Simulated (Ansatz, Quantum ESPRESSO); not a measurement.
This is a calculation of Y2Ge3 for Quantum ESPRESSO 7.5. The cell comes from a database or a generator and needn't be the stable form of this composition.

The input pw.in:

```
&CONTROL
  calculation = 'scf'
  prefix = 'pwscf'
  outdir = './tmp'
  pseudo_dir = './pseudo'
  tprnfor = .true.
  tstress = .true.
  disk_io = 'nowf'
/
&SYSTEM
  ibrav = 0
  nat = 5
  ntyp = 2
  ecutwfc = 55
  ecutrho = 440
  nbnd = 43
  occupations = 'smearing'
  smearing = 'fd'
  degauss = 0.00367493
/
&ELECTRONS
  conv_thr = 1d-09
  electron_maxstep = 120
  mixing_beta = 0.5
/
ATOMIC_SPECIES
Y     88.9058 Y_pbe_v1.uspp.F.UPF
Ge    72.6300 ge_pbe_v1.4.uspp.F.UPF
CELL_PARAMETERS angstrom
   4.3924264328    0.0000000000    0.0000000000
  -2.1962132164    3.8039528751    0.0000000000
   0.0000000000    0.0000000000    7.1072950000
ATOMIC_POSITIONS crystal
Y      0.0000000000    0.0000000000    0.2700710000
Y      0.0000000000    0.0000000000    0.7299290000
Ge     0.6666666667    0.3333333333    0.0000000000
Ge     0.6666666667    0.3333333333    0.5000000000
Ge     0.3333333333    0.6666666667    0.0000000000
K_POINTS automatic
7 7 4 0 0 0
```

Potentials or basis: SSSP 1.3 efficiency PBE.

Launch:

```console
$ OMP_NUM_THREADS=1 pw.x -in pw.in > pw.out
```

Set up the same calculation for Ansatz 0.2.0. Potentials or basis there: Ansatz PAW, cutoff 420 eV.

As run (cutoffs and basis follow the program's own potentials, and thresholds, step limits or extra output files can differ):

input.yaml

```yaml
crystal:
  lattice:
    - [4.3924264328, 0.0, 0.0]
    - [-2.1962132164, 3.8039528751, 0.0]
    - [0.0, 0.0, 7.107295]
  atoms:
    - { symbol: "Y", position: [0.0, 0.0, 0.270071] }
    - { symbol: "Y", position: [0.0, 0.0, 0.729929] }
    - { symbol: Ge, position: [0.6666666667, 0.3333333333, 0.0] }
    - { symbol: Ge, position: [0.6666666667, 0.3333333333, 0.5] }
    - { symbol: Ge, position: [0.3333333333, 0.6666666667, 0.0] }
hamiltonian:
  xc: pbe
  pseudopotentials: { kind: paw }
kpoints:
  mp_grid: { grid: [7, 7, 4] }
scf:
  occupations: { method: fermi_dirac, width: 0.05 }
output:
  forces: true
  stress: true
  eigenvalues: true
```

Potentials or basis: Ansatz PAW.

Command:

```sh
$ ansatz run input.yaml --threads 2 --pin off --max-ram 5120MiB --backend cpu --events-out ev --progress --plain --runs-dir out
```

Both were run:

|  | Quantum ESPRESSO | Ansatz |
| --- | --- | --- |
| Pressure | 0.3 GPa | 0.4 GPa |
| Largest force | 0.151 eV/Å | 0.152 eV/Å |

Ansatz's pressure holds a Pulay term of +0.02 GPa for its cutoff of 420 eV, which the other run lacks.

Where Ansatz's input types no cutoff or centring, it takes its own default and a Γ-centred mesh.

Pressure is positive in compression.
